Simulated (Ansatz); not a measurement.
**WC: from a starting cell to a relaxed one**

The start is a relaxed WC cell, doubled along one cell vector, shaken by Gaussian noise of σ = 0.08 Å a coordinate. A full variable-cell relaxation at zero pressure is run with r2SCAN (plane waves to 500 eV, PAW, scalar-relativistic; Ansatz, an electronic-structure program). The first steps use a coarse 8×4×8 k-mesh.

Starting cell:
```
CELL_PARAMETERS angstrom
      2.71525     0.00000     0.00000
      0.00000     5.43049     0.00000
      0.00000     0.00000     2.71525
ATOMIC_POSITIONS crystal
  W  0.98067 0.00395 0.95184
  W  0.01981 0.48389 0.02372
  C  0.50684 0.24971 0.47736
  C  0.52111 0.76721 0.54802
```

### Question
How large is the pressure on the unrelaxed cell, and of which sign?

### Answer
+8 GPa (positive: the cell is compressed).

### Question
Which atoms feel the largest initial force, and how large is it?

### Answer
About 2.5 eV/Å, on W2 (atoms numbered as listed).

### Question
By how much does the energy per atom fall from start to end?

### Answer
1.04 eV/atom.

### Question
Does it find its way back to the structure it was made from?

### Answer
It does not go back: it reaches P-6m2 (No. 187), AFLOW prototype AB_hP2_187_d_a (B_h, as in WC), 0.97 eV/atom below the parent.

### Question
How do the shortest distances between atoms change?

### Answer
The closest pairs of elements (up to four, under 3.6 Å), start → end: C–W 2.10 → 2.20 Å; W–W 2.62 → 2.84 Å; C–C 2.63 → 2.84 Å.

### Question
Write out the relaxed structure.

### Answer

Space group P-6m2 (No. 187); a = 2.913 Å, b = 2.913 Å, c = 2.837 Å, α = 90.00°, β = 90.00°, γ = 120.00°

```csv
atom,site,symmetry,x,y,z
W,1b,-6m2,0.0000,0.0000,0.5000
C,1c,-6m2,0.3333,0.6667,0.0000
```

Final values are on a 18×18×16 k-mesh of the relaxed cell. No spin polarisation in the result.

Of the parent cell (Pm-3m (No. 221)): it is a generated cell of WC: the first start was made by placing the elements on the sites of a structure type, and the end was not matched to a known phase here, so it may be hypothetical. Known forms of WC include space group No. 187.
